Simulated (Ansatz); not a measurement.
**Structures of Mo$_{2}$Ir: which is lowest?**

Plane-wave DFT in Ansatz with scalar-relativistic PAW potentials, cutoff 420 eV, Γ-centred meshes chosen by cell and gap, Gaussian smearing with energies taken to zero width. Every cell was relaxed (cell and atoms) in a run of its own, within the symmetry of its start. Functional: PBE.

Relaxed structures (starts from databases or built by putting these elements on another compound's sites):
A. P6/mmm, 3 atoms in the computed cell, a = 4.426 Å, c = 2.718 Å; sites (symmetry × multiplicity) Mo -6m2 × 2, Ir 6/mmm × 1; start: built
B. Fd-3m, 6 atoms in the computed cell, a = 7.222 Å; sites (symmetry × multiplicity) Mo .-3m × 16, Ir -43m × 8; start: built

Problem. Rank them by energy. Could pressure change the order?

Solution.
| structure | group | E − E(lowest) (meV/atom) | V (Å³/atom) | gap on mesh (eV) |
| --- | --- | --- | --- | --- |
| A | P6/mmm | 0.0 | 15.37 | 0.00 |
| B | Fd-3m | 132 | 15.70 | 0.00 |

A is lowest, 132 meV/atom under B. The lowest is also the densest of these, so pressure wouldn't bring one of the others in at first order. Other structures may lie lower than all of these, and vibrations aren't counted.

Spin-orbit coupling is left out, which matters for the bands of heavy elements.